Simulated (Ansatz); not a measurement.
BaTiO₃:
Space group Pm-3m (No. 221); a = b = c = 3.970 Å, α = β = γ = 90.00°

| atom | site | symmetry | x | y | z |
|---|---|---|---|---|---|
| Ba | 1b | m-3m | 0.5000 | 0.5000 | 0.5000 |
| Ti | 1a | m-3m | 0.0000 | 0.0000 | 0.0000 |
| O | 3d | 4/mm.m | 0.0000 | 0.0000 | 0.5000 |

Relaxed with PBEsol.

Problem. Give the optical modes at the zone centre with their infrared activity from DFPT, DFT-PBEsol in the program Ansatz with PAW potentials.

Solution. Transverse frequencies, without the LO–TO term; a row sums one degenerate level.

```tsv
ω (cm⁻¹)	degeneracy	IR ((D/Å)²/amu)	activity	symmetry
189i	3	253.17	IR	T1u
172	3	6.54	IR	T1u
280	3	0.00	IR-inactive	T2u
467	3	8.18	IR	T1u
```

Problem. How high does the top mode go among those that the LO–TO term moves?

Solution. 659 cm⁻¹ for q along x.

This is a known high-temperature phase of the composition, computed here at zero pressure and temperature. The PBEsol relaxation kept the symmetry of its start. At this level the phase is dynamically unstable (imaginary phonons). The run is not spin-polarised. Spin–orbit coupling is left out wherever it is not named.

Potentials: the earlier of the program's two PAW sets. The files were generated under PBE; for other functionals the program regenerates the frozen cores, and for LDA and PBEsol the local potential too.
